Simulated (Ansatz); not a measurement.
In2Se3 in space group P3m1 (No. 156; Pearson symbol hP5), r²SCAN+D4 (plane waves, PAW; program Ansatz). The conduction-band minimum lies at H, with 2 equivalent valleys. Second derivatives d²E/dk² of the lowest band at one valley (eV·Å²), along Cartesian directions:

| direction | d²E/dk² |
|---|---|
| [100] | 18.41 |
| [010] | 18.41 |
| [001] | 18.92 |
| [110] | 18.41 |
| [101] | 18.67 |
| [011] | 18.67 |

### Question
Find the principal effective masses, the density-of-states mass and the conductivity mass.

### Answer
Off-diagonal terms follow from H_xy = H[110] − (H_xx + H_yy)/2, and m*/mₑ = 7.620 eV·Å² over each eigenvalue: 0.40, 0.41, 0.41. One valley's DOS mass (m₁m₂m₃)^(1/3) = 0.41, conductivity mass 3/(Σ 1/mᵢ) = 0.41 mₑ.

### Question
What effective density of states Nc follows at 300 K for parabolic valleys?

### Answer
Nc = 2.509e19 × 2 × (0.41)^(3/2) ≈ 1.3e19 cm⁻³.

The start of the workflow was typed in or built on a structure type; neither database checked (COD, Materials Project) lists it. COD files the formula under space group No. 160, 166, 169, 170. Whether it is the stable phase at ambient conditions was not checked. Symmetry was held in the r²SCAN+D4 relaxation; whether a distortion lowers the energy is not shown. Scalar-relativistic: spin–orbit coupling is off unless named, which matters more the heavier the elements.

Potentials: the earlier of the program's two PAW sets.

Edges and masses are those of Kohn–Sham bands, whose gap is no quasiparticle gap.
